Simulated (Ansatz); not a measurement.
The start is a generated cell, LiH placed in the rocksalt structure type. A full variable-cell relaxation at zero pressure is run with PBE (plane waves to 420 eV, PAW, scalar-relativistic; Ansatz, an electronic-structure program). The first steps use a coarse 10×10×10 k-mesh.

Input geometry:
```
LiH
1.0
    0.00000     2.01121     2.01121
    2.01121     0.00000     2.01121
    2.01121     2.01121     0.00000
H Li
1 1
Direct
  0.00000   0.00000   0.00000
  0.50000   0.50000   0.50000
```

Task: By how much does the energy per atom fall from start to end?

Result: Under 1 meV/atom.

Task: How does the volume change?

Result: -1.1 %, from 8.14 to 8.04 Å³/atom.

Task: How do the shortest distances between atoms change?

Result: The closest pairs of elements (up to four, under 3.6 Å), start → end: H–Li 2.01 → 2.00 Å; H–H 2.84 → 2.83 Å; Li–Li 2.84 → 2.83 Å.

Task: Give the final cell and atomic positions.

Result: 
```cif
data_H4Li4
_chemical_formula_sum 'H4 Li4'
_space_group_name_H-M_alt 'Fm-3m'
_space_group_IT_number 225
_space_group_name_Hall '-F 4 2 3'
_cell_length_a 4.00712
_cell_length_b 4.00712
_cell_length_c 4.00712
_cell_angle_alpha 90.000
_cell_angle_beta 90.000
_cell_angle_gamma 90.000
loop_
_atom_site_label
_atom_site_type_symbol
_atom_site_symmetry_multiplicity
_atom_site_Wyckoff_symbol
_atom_site_fract_x
_atom_site_fract_y
_atom_site_fract_z
_atom_site_occupancy
H1 H 4 a 0.00000 0.00000 0.00000 1
Li1 Li 4 b 0.50000 0.50000 0.50000 1
```
(The calculation used a cell of 2 atoms; values per cell refer to that cell.)

The space group stays Fm-3m (No. 225) (the run could not lower it); the end is rock salt type, with 2 atoms in the primitive cell. Final values are on a 14×14×14 k-mesh of the relaxed cell. No spin polarisation in the result.

The run could not lose the symmetry of its start; a randomly shaken copy of 2 atoms returns to this structure.

All atoms sit on sites fixed by symmetry, so only the cell could relax.
